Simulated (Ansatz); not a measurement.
Given:

BAs:
```cif
data_As2B2
_chemical_formula_sum 'B2 As2'
_space_group_name_H-M_alt 'P 1'
_space_group_IT_number 1
_cell_length_a 3.36464
_cell_length_b 3.36464
_cell_length_c 5.57364
_cell_angle_alpha 90.000
_cell_angle_beta 90.000
_cell_angle_gamma 120.000
loop_
_space_group_symop_operation_xyz
  'x, y, z'
loop_
_atom_site_label
_atom_site_type_symbol
_atom_site_fract_x
_atom_site_fract_y
_atom_site_fract_z
_atom_site_occupancy
B1 B 0.33333 0.66667 0.37458 1
B2 B 0.66667 0.33333 0.87458 1
As1 As 0.33333 0.66667 0.00042 1
As2 As 0.66667 0.33333 0.50042 1
```

This is the r²SCAN-relaxed structure.

Question: All from the program Ansatz at the r²SCAN level (PAW), unless another level is named. Estimate the electron effective mass with spin–orbit coupling.

Answer: 0.12, 1.2, 1.4 mₑ (principal values).

Question: Give the gap with spin–orbit coupling.

Answer: 1.26 eV.

Question: Next, the smallest direct gap on the standard path?

Answer: 2.43 eV.

Question: Next, the conduction-band minimum?

Answer: at M (3 equivalent valleys).

Question: Give the valence-band maximum.

Answer: at Γ.

Space group P6_3mc (wurtzite). The workflow started from a Materials Project entry (that database holds measured and hypothetical structures alike); the Crystallography Open Database copy checked does not list it. It is not the phase usual at ambient conditions (space group No. 216). The cell was relaxed with r²SCAN under the symmetry of its start; its stability against distortions is not shown here. Spin–orbit coupling is left out wherever it is not named.

Potentials: the earlier of the program's two PAW sets. The files were generated under PBE; for other functionals the program regenerates the frozen cores, and for LDA and PBEsol the local potential too.
